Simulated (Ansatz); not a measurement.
Si2Ni:
```cif
data_NiSi2
_chemical_formula_sum 'Ni1 Si2'
_space_group_name_H-M_alt 'P 1'
_space_group_IT_number 1
_cell_length_a 4.22253
_cell_length_b 4.22253
_cell_length_c 2.46772
_cell_angle_alpha 90.000
_cell_angle_beta 90.000
_cell_angle_gamma 120.000
loop_
_space_group_symop_operation_xyz
  'x, y, z'
loop_
_atom_site_label
_atom_site_type_symbol
_atom_site_fract_x
_atom_site_fract_y
_atom_site_fract_z
_atom_site_occupancy
Ni1 Ni 0.00000 0.00000 0.00000 1
Si1 Si 0.33333 0.66667 0.50000 1
Si2 Si 0.66667 0.33333 0.50000 1
```

Relaxed with PBEsol.

Q: Decompose the optical modes at the zone centre into irreducible representations, and say which are infrared and Raman allowed.

A: Point group 6/mmm: Γ_opt = A2u + B1g + E1u + E2g. Infrared: A2u, E1u. Raman: E2g.

Q: Assign frequencies (DFPT, plane-wave PAW PBEsol (Ansatz code)).

A: A2u 130i, E1u 108i, B1g 38i, E2g 341 cm⁻¹.

Subscripts of B labels follow the axes of the standard setting.

Space group P6/mmm. A made-up cell: these elements were put on the sites of a structure type; neither database checked (COD, Materials Project) lists it. It is not the phase usual at ambient conditions (space group No. 225). Symmetry was held in the PBEsol relaxation. At this level the phase is dynamically unstable (imaginary phonons). The workflow began spin-polarised and lost its moments. As this level gives no gap, phonon frequencies hold no LO–TO term and depend on the k-mesh and smearing (Fermi–Dirac, 0.1 eV here).

Potentials: the later of the program's two PAW sets.
